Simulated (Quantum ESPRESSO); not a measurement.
# One change at a time to In3Sc2TiW2

These are calculations, not measurements. They come from Quantum ESPRESSO 7.5, a public plane-wave density functional program. Each row is one single-point run on a made-up periodic cell of eight metal atoms, with elements, volume, strain and displacements drawn at random and not relaxed, so a cell may be unstable or far from any real phase. There is no spin polarisation or spin-orbit coupling.

Settings: PBE unless stated; PseudoDojo standard norm-conserving files; Fermi-Dirac width 0.25 eV, which means electrons at about 2900 K; cutoff 1143 eV; 4 x 4 x 5 k mesh shifted half a step off Gamma. E is the free energy of the whole cell (internal energy minus TS), so a -TS column is already part of it. Stress is positive in tension, and the pressure P is minus a third of its trace.

Checks: one run of this series was repeated at a higher cutoff and on a denser mesh, which moved values by no more than 0.003 eV, 0.02 GPa and 0.008 eV/Å, and a second program with other atomic files agreed on it to 2 % rms in force and 0.5 GPa in pressure. Known limits: heavy elements are run without spin-orbit coupling, which real alloys of them have; a spin test at this wide smearing found no moment, but such smearing suppresses magnetism that the real alloy may have.

The lattice is hexagonal close-packed, and the cell vectors in Å are (-0.074, 5.516, -0.056); (3.216, -0.094, 5.074); (3.076, 0.009, -4.986), a volume of 174.51 Å³ in run 1. The elements on sites 1 to 8 are W In Sc Sc In Ti In W. Each later run makes one change to run 1 and keeps the rest. E is counted from run 1, and is n/a where other atomic files have another zero of energy.

```
run,change,V (Å³),P (GPa),-TS (eV),rms force (eV/Å),largest change of a force component (eV/Å),E (eV)
1,none,174.51,-3.89,-1.796,1.015,0.000,0.000
2,sites 7 and 8 exchanged,174.51,-4.27,-1.805,1.142,2.445,0.403
3,all lengths scaled by -1.82 %,165.16,1.23,-1.703,1.209,0.637,-0.085
4,PBEsol in place of PBE,174.51,-7.66,-1.801,0.965,0.229,n/a
5,Zn on site 6,174.51,-4.55,-1.354,0.969,0.382,n/a
6,site 2 moved by +0.06 Å along x,174.51,-3.63,-1.800,1.029,0.304,?
```

## Worked estimate

Along the move dE = -F dx. The force on site 2 along x is -0.621 eV/Å in run 1 and -0.925 eV/Å in run 6, and the move is +0.06 Å, so the mean force times the move gives an estimate.

## Withheld value

Question: what E should run 6 give?

The estimate is 0.046 eV. The calculation gave 0.046 eV.
